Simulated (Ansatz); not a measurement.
TiPt₃ in space group P6_3/mmc (No. 194; Ti on 2a, Ti on 2c, Pt on 6g, Pt on 6h) under volume change, DFT-PBEsol in the program Ansatz with PAW potentials, shape and atoms relaxed at each volume.

| V (Å³/atom) | E − E(relaxed) (meV/atom) | P (GPa) |
|---|---|---|
| 13.491 | 120.1 | 31.65 |
| 13.936 | 50.0 | 19.17 |
| 14.381 | 11.7 | 8.73 |
| 14.826 | 0.0 | 0.00 |
| 15.270 | 10.4 | -7.29 |
| 15.715 | 39.4 | -13.37 |
| 16.160 | 83.7 | -18.42 |

What does a third-order Birch–Murnaghan fit give for V₀, B₀ and B′?

V₀ = 14.83 Å³/atom, B₀ = 265 GPa, B′ = 5.0.

The first step of the workflow began from a Materials Project structure, measured or hypothetical; the Crystallography Open Database copy checked does not list it. COD files the formula under space group No. 164, 221. Its standing as an ambient phase is unchecked. The cell was relaxed with PBEsol under the symmetry of its start; its stability against distortions is not shown here. The run is not spin-polarised. Spin–orbit coupling is left out wherever it is not named.

Potentials: the later of the program's two PAW sets.
